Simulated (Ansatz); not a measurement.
Te:
```
Te
1.0
    0.00000     3.57149     3.57149
    3.57149     0.00000     3.57149
    3.57149     3.57149     0.00000
Te
2
Direct
  0.00000   0.00000   0.00000
  0.25000   0.25000   0.25000
```

Relaxed with r²SCAN. Special points in fractions of this cell's reciprocal vectors: Γ (0.000, 0.000, 0.000); X (0.500, 0.000, 0.500); U (0.625, 0.250, 0.625); K (0.375, 0.375, 0.750); L (0.500, 0.500, 0.500); W (0.500, 0.250, 0.750).

**Question.** List the band energies nearest the Fermi level at these points for r²SCAN with spin–orbit coupling (plane waves, PAW; program Ansatz).

**Answer.** In eV from the Fermi level; about four levels below and three above (degenerate sets whole), none deeper than 8.9 eV; points with the same levels are listed once.

```csv
k,below,above
Γ,-0.47 -0.47 -0.47 -0.47,3.97 3.97 6.43 6.43 6.43 6.43
X,-1.65 -1.65 -1.65 -1.65,2.07 2.07 2.07 2.07
U,-1.87 -1.87 -0.52 -0.52,1.47 1.47 1.64 1.64
L,-3.62 -3.62 -3.57 -3.57,0.02 0.02 0.54 0.54
W,-1.28 -1.28 -0.72 -0.72,1.28 1.28 1.50 1.50
```

Space group Fd-3m (diamond). The start of the workflow was typed in or built on a structure type; neither database checked (COD, Materials Project) lists it. It is not the phase usual at ambient conditions (space group No. 152). The cell was relaxed with r²SCAN under the symmetry of its start; its stability against distortions is not shown here.

Potentials: the earlier of the program's two PAW sets.
